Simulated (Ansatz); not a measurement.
Run on Ir (sc type): DFT, PBEsol, PAW with Ansatz's default frozen-core files, scalar-relativistic (Ansatz 0.2.0). This run: cell relaxed at zero pressure.

The start is a guessed cell of a prototype that needn't be stable.

Command: `ansatz run input.yaml --threads 1 --pin off --max-ram 2048MiB --backend cpu --events-out ev --progress --plain --runs-dir out` It took 16 s on 1 thread of Intel(R) Xeon(R) Platinum 8175M CPU @ 2.50GHz (Skylake/Cascade Lake), on a shared host, peak memory 0.38 GiB.

```yaml
crystal:
  lattice:
    - [2.4761225395, 0.0, 0.0]
    - [0.0, 2.4761225395, 0.0]
    - [0.0, 0.0, 2.4761225395]
  atoms:
    - { symbol: Ir, position: [0.0, 0.0, 0.0] }
kpoints:
  mp_grid: { grid: [17, 17, 17] }
scf:
  occupations: { method: fermi_dirac, width: 0.05 }
hamiltonian:
  xc: pbesol
  pseudopotentials: { kind: paw }
output:
  forces: true
  stress: true
relax:
  f_tol: 0.005
  max_steps: 40
  cell: {}
```

Output:

```
Engine: ansatz 0.2.0
Pseudopotentials: kind: paw
Pseudopotential: Ir, paw, valence charge 17, recommended cutoff 420 eV (normal), Ir.paw.azcp
Functional definition: PBEsol
  exchange = pbesol_x
  correlation = pbesol_c
Crystal: 1 atoms, lattice volume = 15.182 Å³
Basis set: ecut = 420 eV, 305 PW (Γ), exchange–correlation on 36×36×36 points (8 copies of the dense FFT grid, shifted against one another)
Bands: 13, of which v1, the nominal top of the filled ones, is band 9 counted from 1 (8 counted from 0)
Symmetry: 48 space group operations
Space group: Pm-3m (ITA 221), of the structure as read, at distance tolerance 2.5e-5 Å
k-points: 165 of 4913
Non-local potential: Ir, projectors of the file, l = 0: 3, l = 1: 2, l = 2: 2, l = 3: 1
PAW form: soft (Blöchl's): semilocal exchange-correlation on the pseudo side does not see the compensation charge
PAW frozen core: Ir, regenerated for the run's functional, and the local potential with it (the file was generated under x = pbe(κ = 0.804, μ = 0.2195149727645171), c = pbe(β = 0.06672455060314922))
PAW one-centre angular grid: Ir, 590 points (default); XC on 64 Gauss nodes
Initial density: superposition of atomic densities (neutral atoms: chi_scale 0, normalization atom), corrected by the library's trained network
Initial wavefunctions: pseudopotential atomic-orbital guess
Functional: x = pbesol(κ = 0.804, μ = 0.12345679012345678), c = pbesol(β = 0.046)
SCF iter   1: F=—  HF=-11797.851518 eV  |F-HF|=—  |Δ(HF+E_count)|=         —  Δρ=6.33e-3  dr2=4.12e-3  ethr=1.77e-3  ⟨swp⟩=5.0  Hψ=11477  notcnv=0
preconditioner: auto → none  [metal: Δε(μ)=0.006 eV  Ē_g=13.880 eV  σ=0.050 eV  W_gap=0.03  n_scr=6 (ndim 8)  ℏωp=28.6 eV  f_vac=0.000  D(μ)=1.08/eV (n_scr^D=6)  sad-step TF]
SCF iter   2: F=—  HF=-11797.850391 eV  |F-HF|=—  |Δ(HF+E_count)|=   1.13e-3  Δρ=2.95e-3  dr2=8.11e-4  ethr=2.43e-5  ⟨swp⟩=1.7  Hψ=3837  notcnv=0
SCF iter   3: F=—  HF=-11797.850317 eV  |F-HF|=—  |Δ(HF+E_count)|=   7.37e-5  Δρ=3.69e-4  dr2=1.04e-5  ethr=4.77e-6  ⟨swp⟩=2.1  Hψ=2817  notcnv=0
SCF iter   4: F=—  HF=-11797.850320 eV  |F-HF|=—  |Δ(HF+E_count)|=   2.94e-6  Δρ=3.78e-5  dr2=1.16e-7  ethr=6.11e-8  ⟨swp⟩=2.6  Hψ=3213  notcnv=0  defer=1
iter 5 did not close the SCF: its close was put off for the readings that it lacked (scf_convergence_deferred on its scf_iter line)
SCF iter   5: F=-11797.850320 eV  HF=-11797.850320 eV  |F-HF|=1.40e-10  |Δ(HF+E_count)|=   1.67e-8  Δρ=4.40e-6  dr2=6.86e-10  ethr=6.82e-10  ⟨swp⟩=2.7  Hψ=3461  notcnv=0  defer=1
SCF iter   6: F=-11797.850320 eV  HF=-11797.850320 eV  |F-HF|=1.82e-12  |Δ(HF+E_count)|=  8.19e-11  Δρ=2.98e-7  dr2=3.78e-12  ethr=4.03e-12  ⟨swp⟩=1.8  Hψ=5802  notcnv=0
SCF 1 converged in 6 iterations: F = -11797.850320 eV  dr2 = 3.78e-12
  greatest PAW one-centre occupation: 1.000 electrons in one spin orbital (limit 2), on the Ir atom at site 0 (counted from 0), in its partial waves of l = 0
relax step   1: F+E_penalty+E_count = -11797.85031991 eV  Δ(F+E_penalty+E_count) = +0.000e0 eV  max|allowed force component| = 0.000e0 eV/Å  Δτ_max = 0.0000 Å  P = +25.702 GPa  Ω = 15.182 Å³  (6 SCF iters, dr2 threshold 1.00e-7 eV, accepted)
Crystal: 1 atoms, lattice volume = 17.535 Å³
Basis set: ecut = 420 eV, 341 PW (Γ), exchange–correlation on 36×36×36 points (8 copies of the dense FFT grid, shifted against one another)
Initial density: handed on by an earlier stage of this run
Initial wavefunctions: those handed on with the density
iter 1 solved again at ethr=1.13e-5 eV; its pass at ethr=3.10e-3 eV (dr2=1.92e-3 eV) is discarded
SCF iter   1: F=—  HF=-11797.879504 eV  |F-HF|=—  |Δ(HF+E_count)|=         —  Δρ=4.35e-3  dr2=1.90e-3  ethr=1.13e-5  ⟨swp⟩=2.2  Hψ=15847  notcnv=0
preconditioner: auto → none  [metal: Δε(μ)=0.016 eV  Ē_g=12.376 eV  σ=0.050 eV  W_gap=0.08  n_scr=6 (ndim 8)  ℏωp=26.6 eV  f_vac=0.000  D(μ)=1.39/eV (n_scr^D=18)]
SCF iter   2: F=—  HF=-11797.880063 eV  |F-HF|=—  |Δ(HF+E_count)|=   5.59e-4  Δρ=2.13e-3  dr2=4.33e-4  ethr=1.12e-5  ⟨swp⟩=1.0  Hψ=2145  notcnv=0
SCF iter   3: F=—  HF=-11797.880271 eV  |F-HF|=—  |Δ(HF+E_count)|=   2.09e-4  Δρ=2.67e-4  dr2=1.18e-5  ethr=2.55e-6  ⟨swp⟩=1.0  Hψ=2145  notcnv=0
SCF iter   4: F=—  HF=-11797.880240 eV  |F-HF|=—  |Δ(HF+E_count)|=   3.14e-5  Δρ=7.31e-5  dr2=3.09e-7  ethr=6.94e-8  ⟨swp⟩=2.4  Hψ=3254  notcnv=0
SCF iter   5: F=-11797.880240 eV  HF=-11797.880240 eV  |F-HF|=1.14e-9  |Δ(HF+E_count)|=   1.91e-8  Δρ=7.18e-6  dr2=2.67e-9  ethr=5.88e-10  ⟨swp⟩=4.0  Hψ=6300  notcnv=0
SCF 2 converged in 5 iterations: F = -11797.880240 eV  dr2 = 2.67e-9
relax step   2: F+E_penalty+E_count = -11797.88023994 eV  Δ(F+E_penalty+E_count) = -2.992e-2 eV  max|allowed force component| = 0.000e0 eV/Å  Δτ_max = 0.0000 Å  P = -15.776 GPa  Ω = 17.535 Å³  energy of the carried Pulay correction = -8.730e-4 eV  (5 SCF iters, dr2 threshold 1.00e-7 eV, accepted)
Crystal: 1 atoms, lattice volume = 16.559 Å³
iter 1 solved again at ethr=1.66e-6 eV; its pass at ethr=3.10e-3 eV (dr2=2.82e-4 eV) is discarded
SCF iter   1: F=—  HF=-11797.938935 eV  |F-HF|=—  |Δ(HF+E_count)|=         —  Δρ=1.83e-3  dr2=2.68e-4  ethr=1.66e-6  ⟨swp⟩=2.0  Hψ=15894  notcnv=0
preconditioner: auto → none  [metal: Δε(μ)=0.003 eV  Ē_g=12.973 eV  σ=0.050 eV  W_gap=0.02  n_scr=6 (ndim 8)  ℏωp=27.4 eV  f_vac=0.000  D(μ)=1.26/eV (n_scr^D=18)]
SCF iter   2: F=—  HF=-11797.938984 eV  |F-HF|=—  |Δ(HF+E_count)|=   4.89e-5  Δρ=8.44e-4  dr2=6.00e-5  ethr=1.57e-6  ⟨swp⟩=1.0  Hψ=2145  notcnv=0
SCF iter   3: F=—  HF=-11797.938986 eV  |F-HF|=—  |Δ(HF+E_count)|=   2.03e-6  Δρ=2.69e-4  dr2=1.18e-5  ethr=3.53e-7  ⟨swp⟩=2.2  Hψ=2943  notcnv=0
SCF iter   4: F=-11797.938982 eV  HF=-11797.938982 eV  |F-HF|=3.52e-9  |Δ(HF+E_count)|=   4.03e-6  Δρ=2.92e-5  dr2=3.69e-8  ethr=5.88e-10  ⟨swp⟩=3.2  Hψ=8668  notcnv=0
SCF 3 converged in 4 iterations: F = -11797.938982 eV  dr2 = 3.69e-8
relax step   3: F+E_penalty+E_count = -11797.93898165 eV  Δ(F+E_penalty+E_count) = -5.874e-2 eV  max|allowed force component| = 0.000e0 eV/Å  Δτ_max = 0.0000 Å  P = -2.634 GPa  Ω = 16.559 Å³  energy of the carried Pulay correction = -5.265e-4 eV  (4 SCF iters, dr2 threshold 1.00e-7 eV, accepted)
Crystal: 1 atoms, lattice volume = 16.403 Å³
iter 1 solved again at ethr=4.78e-8 eV; its pass at ethr=3.10e-3 eV (dr2=8.12e-6 eV) is discarded
SCF iter   1: F=—  HF=-11797.940389 eV  |F-HF|=—  |Δ(HF+E_count)|=         —  Δρ=2.88e-4  dr2=7.09e-6  ethr=4.78e-8  ⟨swp⟩=3.2  Hψ=15584  notcnv=0
preconditioner: auto → none  [metal: Δε(μ)=0.005 eV  Ē_g=13.067 eV  σ=0.050 eV  W_gap=0.03  n_scr=6 (ndim 8)  ℏωp=27.5 eV  f_vac=0.000  D(μ)=1.24/eV (n_scr^D=18)]
[... lines left out ...]
Crystal: 1 atoms, lattice volume = 16.398 Å³
iter 1 solved again at ethr=5.01e-11 eV; its pass at ethr=3.10e-3 eV (dr2=8.52e-9 eV) is discarded
SCF iter   1: F=—  HF=-11797.940395 eV  |F-HF|=—  |Δ(HF+E_count)|=         —  Δρ=1.16e-5  dr2=1.11e-8  ethr=5.01e-11  ⟨swp⟩=3.1  Hψ=14905  notcnv=0
preconditioner: auto → none  [metal: Δε(μ)=0.005 eV  Ē_g=13.069 eV  σ=0.050 eV  W_gap=0.03  n_scr=6 (ndim 8)  ℏωp=27.5 eV  f_vac=0.000  D(μ)=1.23/eV (n_scr^D=18)]
SCF iter   2: F=-11797.940375 eV  HF=-11797.940375 eV  |F-HF|=1.44e-9  |Δ(HF+E_count)|=   2.03e-5  Δρ=4.84e-6  dr2=1.97e-9  ethr=5.01e-11  ⟨swp⟩=4.0  Hψ=6305  notcnv=0
SCF 5 converged in 2 iterations: F = -11797.940375 eV  dr2 = 1.97e-9
relax step   5: F+E_penalty+E_count = -11797.94037468 eV  Δ(F+E_penalty+E_count) = -2.743e-6 eV  max|allowed force component| = 0.000e0 eV/Å  Δτ_max = 0.0000 Å  P = +0.001 GPa  Ω = 16.398 Å³  energy of the carried Pulay correction = -4.674e-4 eV  (2 SCF iters, dr2 threshold 1.42e-8 eV, accepted)
Initial wavefunctions: pseudopotential atomic-orbital guess (no wavefunctions were taken with the density)
iter 1 solved again at ethr=1.96e-8 eV; its pass at ethr=3.10e-3 eV (dr2=3.34e-6 eV) is discarded
SCF iter   1: F=—  HF=-11797.940679 eV  |F-HF|=—  |Δ(HF+E_count)|=         —  Δρ=5.38e-4  dr2=1.55e-6  ethr=1.96e-8  ⟨swp⟩=3.0  Hψ=16963  notcnv=0
SCF iter   2: F=—  HF=-11797.940686 eV  |F-HF|=—  |Δ(HF+E_count)|=   7.53e-6  Δρ=2.68e-4  dr2=3.54e-7  ethr=9.11e-9  ⟨swp⟩=1.0  Hψ=2145  notcnv=0
SCF iter   3: F=—  HF=-11797.940695 eV  |F-HF|=—  |Δ(HF+E_count)|=   8.50e-6  Δρ=1.56e-5  dr2=1.93e-8  ethr=2.08e-9  ⟨swp⟩=1.0  Hψ=2201  notcnv=0
SCF iter   4: F=—  HF=-11797.940695 eV  |F-HF|=—  |Δ(HF+E_count)|=   9.98e-9  Δρ=4.59e-6  dr2=4.48e-10  ethr=1.13e-10  ⟨swp⟩=2.6  Hψ=3302  notcnv=0
SCF iter   5: F=-11797.940695 eV  HF=-11797.940695 eV  |F-HF|=3.64e-11  |Δ(HF+E_count)|=   1.76e-9  Δρ=5.84e-7  dr2=3.15e-12  ethr=1.00e-12  ⟨swp⟩=3.4  Hψ=9324  notcnv=0
SCF 6 converged in 5 iterations: F = -11797.940695 eV  dr2 = 3.15e-12
relax step   6: F+E_penalty+E_count = -11797.94069468 eV  Δ(F+E_penalty+E_count) = -3.200e-4 eV  max|allowed force component| = 0.000e0 eV/Å  Δτ_max = 0.0000 Å  P = -0.027 GPa  Ω = 16.398 Å³  stress off target by 2.72e-2 GPa  SCF on the basis re-selected at this cell (its energy is not comparable with the rows above)  (5 SCF iters)
basis re-selected at this cell: Δ(F+E_penalty+E_count) = -3.200e-4 eV, ΔP = -0.029 GPa vs the last step (what re-selecting the basis moved, of the pressure what is left beyond the Pulay correction that the steps carried, after the strain that the cell walked since its last selection, with what the two solves' SCF thresholds leave and, on support functions, any second-order correction that the steps lacked; it is no measure of the basis error at this ecutwfc). This SCF's stress stands 2.72e-2 GPa from its target on what of the cell is left free (relax.cell.stress_tol is 5.00e-2 GPa) and its largest allowed force component is 0.00e0 eV/Å (relax.f_tol is 5.00e-3 eV/Å): within both
SCF converged after 5 iterations
Free energy (F): -11797.940695 eV
Harris-Foulkes:  -11797.940695 eV  (|F-HF|=3.64e-11)
Internal energy: -11797.930211 eV  (E = F + TS)
E sigma→0 (E₀):  -11797.935453 eV
Entropy (-TS):   -0.010484 eV (-10.484 meV/atom)
Fermi energy:    21.051577 eV
--- Per-component energies (eV) ---
  E_band       = -151.592842
  E_kinetic    = 622.444976
  E_local      = -1321.800218  (includes V_loc(G=0)·N_el)
  E_nonlocal   = 77.807437
  E_hartree    = 501.739073
  E_xc         = -265.321517
  E_vxc        = -298.149947  (∫ρ·V_xc dr)
  E_paw        = -9089.288531  (= ΣΔE_a)
  E_vpaw       = -235.373293  (= ΣTr[D̂ρ^β])
  E_aug_tail   = 0.000061  (compensation charges beyond the density's cutoff)
  E_ewald      = -2323.776777
  E_core_change = 0.265285  (= ΣΔE_core)
  E_smearing   = -0.010484  (= −TS)
  E_closure    = 0.000000  (closes the sum)
  Σ components = -11797.940695   (vs F -11797.940695, Δ=0.00e0)
--- Forces (eV/Å), atoms counted from 1 ---
  atom   1  Ir     0.00000000     0.00000000    -0.00000000
  max |Σ_I F_I| component: 4.52e-32 eV/Å
--- Stress (GPa, compression-positive) ---
       -0.027216       0.000000       0.000000
        0.000000      -0.027216      -0.000000
        0.000000      -0.000000      -0.027216
  P = ⅓ Tr σ = -0.0272 GPa (-0.272 kbar)
--- Relaxed structure (5 steps of the walk, 5 accepted, 1 SCFs on fresh bases) ---
  F+E_penalty+E_count = -11797.94069468 eV   max|allowed force component| = 0.000e0 eV/Å   (the final SCF, on the basis selected at the relaxed cell)
  cell:  # Å, volume = 16.3980 Å³
    - [2.540563837529548, 3.5409024498369485e-34, 3.846844446210963e-34]
    - [3.5409024498369485e-34, 2.540563837529548, 0.0]
    - [3.846844446210963e-34, 0.0, 2.540563837529548]
  atoms:
    - { symbol: Ir, position: [0.0, 0.0, 0.0] }
```

Next run (the series' base cell), as changes to the input before:

```diff
   lattice:
-    - [2.4761225395, 0.0, 0.0]
-    - [0.0, 2.4761225395, 0.0]
-    - [0.0, 0.0, 2.4761225395]
+    - [2.5405638375, 0.0, 0.0]
+    - [0.0, 2.5405638375, 0.0]
+    - [0.0, 0.0, 2.5405638375]
   atoms:
   mp_grid: { grid: [17, 17, 17] }
+  band_path:
+    path:
+      - [0.0, 0.0, 0.0]
+      - [0.0, 0.5, 0.0]
+      - [0.5, 0.5, 0.0]
+      - [0.0, 0.0, 0.0]
+      - [0.5, 0.5, 0.5]
+      - [0.0, 0.5, 0.0]
+      - [0.5, 0.5, 0.5]
+      - [0.5, 0.5, 0.0]
+    npoints: 8
 scf:
   stress: true
-relax:
-  f_tol: 0.005
-  max_steps: 40
-  cell: {}
+  eigenvalues: true
+  populations: true
+  dos: { projected: true, de: 0.2, e_range: [-14, 8] }
```

Command: `ansatz run input.yaml --threads 1 --pin off --max-ram 2048MiB --backend cpu --events-out ev --progress --plain --runs-dir out` It took 5.3 s on 1 thread of Intel(R) Xeon(R) Platinum 8175M CPU @ 2.50GHz (Skylake/Cascade Lake), with other jobs on the host, peak memory 0.36 GiB.

Results part of the output:

```
SCF 1 converged in 6 iterations: F = -11797.940695 eV  dr2 = 3.21e-12
  greatest PAW one-centre occupation: 1.000 electrons in one spin orbital (limit 2), on the Ir atom at site 0 (counted from 0), in its partial waves of l = 0
NSCF: frozen V_eff on 57 k-points
SCF converged after 6 iterations
Free energy (F): -11797.940695 eV
Harris-Foulkes:  -11797.940695 eV  (|F-HF|=1.82e-12)
Internal energy: -11797.930211 eV  (E = F + TS)
E sigma→0 (E₀):  -11797.935453 eV
Entropy (-TS):   -0.010484 eV (-10.484 meV/atom)
Fermi energy:    21.051577 eV
--- Per-component energies (eV) ---
  E_band       = -151.592819
  E_kinetic    = 622.444957
  E_local      = -1321.800158  (includes V_loc(G=0)·N_el)
  E_nonlocal   = 77.807423
  E_hartree    = 501.739034
  E_xc         = -265.321516
  E_vxc        = -298.149946  (∫ρ·V_xc dr)
  E_paw        = -9089.288520  (= ΣΔE_a)
  E_vpaw       = -235.373296  (= ΣTr[D̂ρ^β])
  E_aug_tail   = 0.000061  (compensation charges beyond the density's cutoff)
  E_ewald      = -2323.776777
  E_core_change = 0.265285  (= ΣΔE_core)
  E_smearing   = -0.010484  (= −TS)
  E_closure    = 0.000000  (closes the sum)
  Σ components = -11797.940695   (vs F -11797.940695, Δ=0.00e0)
--- Forces (eV/Å), atoms counted from 1 ---
  atom   1  Ir     0.00000000    -0.00000000     0.00000000
  max |Σ_I F_I| component: 2.88e-32 eV/Å
--- Stress (GPa, compression-positive) ---
       -0.027207       0.000000       0.000000
        0.000000      -0.027207       0.000000
       -0.000000       0.000000      -0.027207
  P = ⅓ Tr σ = -0.0272 GPa (-0.272 kbar)
--- Band table (eV; the first three rows and the last of 165) ---
  k-point 0: bands = ["-71.2056", "-27.6714", "-27.6714", "-27.6714", "11.6142", "14.8229", "14.8229", "22.4602", "22.4602", "22.4602", "36.5488", "36.5488", "36.5488"]
  k-point 1: bands = ["-71.2037", "-27.7002", "-27.6690", "-27.6690", "11.7259", "14.8465", "14.9319", "22.3315", "22.3315", "22.4699", "35.8446", "36.7608", "36.7608"]
  k-point 2: bands = ["-71.1985", "-27.7823", "-27.6622", "-27.6622", "12.0407", "14.9145", "15.2645", "21.9801", "21.9801", "22.4977", "34.3255", "37.3546", "37.3546"]
  k-point 164: bands = ["-71.0475", "-28.2972", "-28.2965", "-28.2965", "15.6529", "15.6962", "15.6962", "24.6126", "24.6126", "30.0761", "31.4896", "32.2195", "32.2195"]
--- Löwdin populations: 1 site ---
  site symbol       q [e]
     0     Ir     16.8629
  spilling = 0.008065 (of n_electrons = 17.000000)
```

Next run (volume at 0.95 of the series' base cell), as changes to the input before:

```diff
   lattice:
-    - [2.5405638375, 0.0, 0.0]
-    - [0.0, 2.5405638375, 0.0]
-    - [0.0, 0.0, 2.5405638375]
+    - [2.4974951132, 0.0, 0.0]
+    - [0.0, 2.4974951132, 0.0]
+    - [0.0, 0.0, 2.4974951132]
   atoms:
   mp_grid: { grid: [17, 17, 17] }
-  band_path:
-    path:
-      - [0.0, 0.0, 0.0]
-      - [0.0, 0.5, 0.0]
-      - [0.5, 0.5, 0.0]
-      - [0.0, 0.0, 0.0]
-      - [0.5, 0.5, 0.5]
-      - [0.0, 0.5, 0.0]
-      - [0.5, 0.5, 0.5]
-      - [0.5, 0.5, 0.0]
-    npoints: 8
 scf:
   populations: true
-  dos: { projected: true, de: 0.2, e_range: [-14, 8] }
```

Results part of the output:

```
SCF 1 converged in 6 iterations: F = -11797.901708 eV  dr2 = 4.11e-12
  greatest PAW one-centre occupation: 1.000 electrons in one spin orbital (limit 2), on the Ir atom at site 0 (counted from 0), in its partial waves of l = 0
SCF converged after 6 iterations
Free energy (F): -11797.901708 eV
Harris-Foulkes:  -11797.901708 eV  (|F-HF|=1.82e-12)
Internal energy: -11797.892210 eV  (E = F + TS)
E sigma→0 (E₀):  -11797.896959 eV
Entropy (-TS):   -0.009498 eV (-9.498 meV/atom)
Fermi energy:    22.511770 eV
--- Per-component energies (eV) ---
  E_band       = -129.952787
  E_kinetic    = 624.647432
  E_local      = -1264.948516  (includes V_loc(G=0)·N_el)
  E_nonlocal   = 78.098443
  E_hartree    = 483.619040
  E_xc         = -266.168534
  E_vxc        = -299.271793  (∫ρ·V_xc dr)
  E_paw        = -9089.555652  (= ΣΔE_a)
  E_vpaw       = -235.716467  (= ΣTr[D̂ρ^β])
  E_aug_tail   = 0.000062  (compensation charges beyond the density's cutoff)
  E_ewald      = -2363.849769
  E_core_change = 0.265285  (= ΣΔE_core)
  E_smearing   = -0.009498  (= −TS)
  E_closure    = 0.000000  (closes the sum)
  Σ components = -11797.901708   (vs F -11797.901708, Δ=0.00e0)
--- Forces (eV/Å), atoms counted from 1 ---
  atom   1  Ir     0.00000000     0.00000000     0.00000000
  max |Σ_I F_I| component: 2.47e-32 eV/Å
--- Stress (GPa, compression-positive) ---
       16.053424       0.000000       0.000000
        0.000000      16.053424       0.000000
        0.000000       0.000000      16.053424
  P = ⅓ Tr σ = 16.0534 GPa (160.534 kbar)
--- Band table (eV; the first three rows and the last of 165) ---
  k-point 0: bands = ["-69.8635", "-26.2769", "-26.2769", "-26.2769", "12.6098", "15.8232", "15.8232", "24.0569", "24.0569", "24.0569", "38.3242", "38.3242", "38.3242"]
  k-point 1: bands = ["-69.8613", "-26.3112", "-26.2740", "-26.2740", "12.7276", "15.8485", "15.9417", "23.9143", "23.9143", "24.0676", "37.6068", "38.5503", "38.5503"]
  k-point 2: bands = ["-69.8547", "-26.4091", "-26.2659", "-26.2659", "13.0574", "15.9217", "16.3038", "23.5265", "23.5265", "24.0982", "36.0566", "39.1810", "39.1810"]
  k-point 164: bands = ["-69.6657", "-27.0135", "-27.0126", "-27.0126", "16.6679", "16.7144", "16.7144", "26.3949", "26.3949", "31.3232", "33.4385", "34.1971", "34.1971"]
--- Löwdin populations: 1 site ---
  site symbol       q [e]
     0     Ir     16.8623
  spilling = 0.008099 (of n_electrons = 17.000000)
```

Next run (volume at 0.85 of the series' base cell), as changes to the input before:

```diff
   lattice:
-    - [2.4974951132, 0.0, 0.0]
-    - [0.0, 2.4974951132, 0.0]
-    - [0.0, 0.0, 2.4974951132]
+    - [2.4065954278, 0.0, 0.0]
+    - [0.0, 2.4065954278, 0.0]
+    - [0.0, 0.0, 2.4065954278]
   atoms:
   populations: true
+  write_density: true
+  write_potential: true
+  elf: true
+  volumetric_format: npy
```

Command: `ansatz run input.yaml --threads 1 --pin off --max-ram 2048MiB --backend cpu --events-out ev --progress --plain --runs-dir out` It took 5.1 s on 1 thread of Intel(R) Xeon(R) Platinum 8175M CPU @ 2.50GHz (Skylake/Cascade Lake), on a shared host, peak memory 0.36 GiB.

Results part of the output:

```
SCF 1 converged in 6 iterations: F = -11797.503797 eV  dr2 = 5.26e-11
  greatest PAW one-centre occupation: 1.000 electrons in one spin orbital (limit 2), on the Ir atom at site 0 (counted from 0), in its partial waves of l = 0
SCF converged after 6 iterations
Free energy (F): -11797.503797 eV
Harris-Foulkes:  -11797.503797 eV  (|F-HF|=3.64e-12)
Internal energy: -11797.496695 eV  (E = F + TS)
E sigma→0 (E₀):  -11797.500246 eV
Entropy (-TS):   -0.007103 eV (-7.103 meV/atom)
Fermi energy:    25.940493 eV
--- Per-component energies (eV) ---
  E_band       = -79.382879
  E_kinetic    = 630.427824
  E_local      = -1140.941513  (includes V_loc(G=0)·N_el)
  E_nonlocal   = 79.032403
  E_hartree    = 445.373066
  E_xc         = -268.175910
  E_vxc        = -301.924394  (∫ρ·V_xc dr)
  E_paw        = -9090.342997  (= ΣΔE_a)
  E_vpaw       = -236.723270  (= ΣTr[D̂ρ^β])
  E_aug_tail   = 0.000053  (compensation charges beyond the density's cutoff)
  E_ewald      = -2453.134905
  E_core_change = 0.265285  (= ΣΔE_core)
  E_smearing   = -0.007103  (= −TS)
  E_closure    = -0.000000  (closes the sum)
  Σ components = -11797.503797   (vs F -11797.503797, Δ=0.00e0)
--- Forces (eV/Å), atoms counted from 1 ---
  atom   1  Ir     0.00000000     0.00000000     0.00000000
  max |Σ_I F_I| component: 1.19e-31 eV/Å
--- Stress (GPa, compression-positive) ---
       66.675164       0.000000       0.000000
        0.000000      66.675164       0.000000
        0.000000       0.000000      66.675164
  P = ⅓ Tr σ = 66.6752 GPa (666.752 kbar)
--- Band table (eV; the first three rows and the last of 165) ---
  k-point 0: bands = ["-66.7374", "-23.0014", "-23.0014", "-23.0014", "14.9830", "18.1475", "18.1475", "27.8153", "27.8153", "27.8153", "42.4405", "42.4405", "42.4405"]
  k-point 1: bands = ["-66.7337", "-23.0515", "-22.9973", "-22.9973", "15.1152", "18.1770", "18.2901", "27.6373", "27.6373", "27.8284", "41.6901", "42.7013", "42.7013"]
  k-point 2: bands = ["-66.7232", "-23.1936", "-22.9854", "-22.9854", "15.4803", "18.2626", "18.7281", "27.1572", "27.1572", "27.8660", "40.0644", "43.4198", "43.4198"]
  k-point 164: bands = ["-66.4197", "-24.0388", "-24.0375", "-24.0375", "19.0145", "19.0682", "19.0682", "30.6107", "30.6107", "34.1851", "38.0726", "38.9020", "38.9020"]
--- Löwdin populations: 1 site ---
  site symbol       q [e]
     0     Ir     16.8606
  spilling = 0.008199 (of n_electrons = 17.000000)
```

Spin–orbit coupling is left out, which matters for the heavy atoms. The PAW files were made under PBE. The structure type is held throughout; the real material can change phase at far lower pressure.
